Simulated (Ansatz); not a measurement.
Question: Each is relaxed and computed with DFT-PBE in the program Ansatz with PAW potentials. Which is the only one with a gap?
(A) BiB, P4/nmm (B on 2c, Bi on 2a)
(B) Ba2BiSb2, Immm (Bi on 2a, Ba on 4j, Sb on 4h)
(C) FeGe2, P6/mmm (Fe on 1a, Ge on 2d)
(D) FeBiO3, R-3 (Bi on 6c, Fe on 3a, Fe on 3b, O on 18f)

Answer: D, FeBiO3, R-3 (Bi on 6c, Fe on 3a, Fe on 3b, O on 18f). FeBiO3: gap 0.43 eV (indirect); FeGe2: metal; BiB: metal; Ba2BiSb2: metal. Spin orders computed, not proven ground states: FeBiO3, R-3 (Bi on 6c, Fe on 3a, Fe on 3b, O on 18f) antiferromagnetic; FeGe2, P6/mmm (Fe on 1a, Ge on 2d) ferromagnetic. Constructed cells (a structure type filled with these elements, in neither database checked): FeGe2, P6/mmm (Fe on 1a, Ge on 2d); BiB, P4/nmm (B on 2c, Bi on 2a). Typed or built starts, not in the databases checked: FeBiO3, R-3 (Bi on 6c, Fe on 3a, Fe on 3b, O on 18f). Not the usual ambient phase: FeBiO3, R-3 (Bi on 6c, Fe on 3a, Fe on 3b, O on 18f). Standing as an ambient phase not checked: Ba2BiSb2, Immm (Bi on 2a, Ba on 4j, Sb on 4h). All cells were relaxed under the symmetry of their starts (and spin orders); stability against distortions was not tested throughout. Cells of antiferromagnets are given as chemical subcells. No Hubbard U is applied. Scalar-relativistic: spin–orbit coupling is off unless named, which matters more the heavier the elements.

Potentials: the later of the program's two PAW sets.
